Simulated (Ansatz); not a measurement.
TePtSe:
```
CELL_PARAMETERS angstrom
      3.90571     0.00000     0.00000
     -1.95286     3.38245     0.00000
      0.00000     0.00000     5.17117
ATOMIC_POSITIONS crystal
  Te 0.00000 0.00000 0.26020
  Pt 0.33333 0.66667 0.99208
  Se 0.66667 0.33333 0.74772
```

This is the r²SCAN+D4-relaxed structure.

### Question
All from r²SCAN+D4 in the plane-wave PAW code Ansatz, unless another level is named. Estimate the electronic character.

### Answer
metallic (no gap).

### Question
Next, the formation energy from the elements (no fitted shifts)?

### Answer
-0.43 eV/atom.

### Question
Give the density of states at the Fermi level.

### Answer
0.26 states/eV per atom (mean over ±0.08 eV).

### Question
Predict the gap with spin–orbit coupling.

### Answer
none (metallic).

Space group P3m1. The first step of the workflow began from a Materials Project structure, measured or hypothetical; the Crystallography Open Database copy checked does not list it. With Te and Se taken as one species the cell has the higher symmetry P-3m1, so it may be an ordered model of a mixed-site phase. Whether it is the stable phase at ambient conditions was not checked. Symmetry was held in the r²SCAN+D4 relaxation; whether a distortion lowers the energy is not shown. No spin polarisation was allowed. The references are the lowest solids computed at this level, not always the standard phases. Spin–orbit coupling is left out wherever it is not named.

Potentials: the later of the program's two PAW sets.
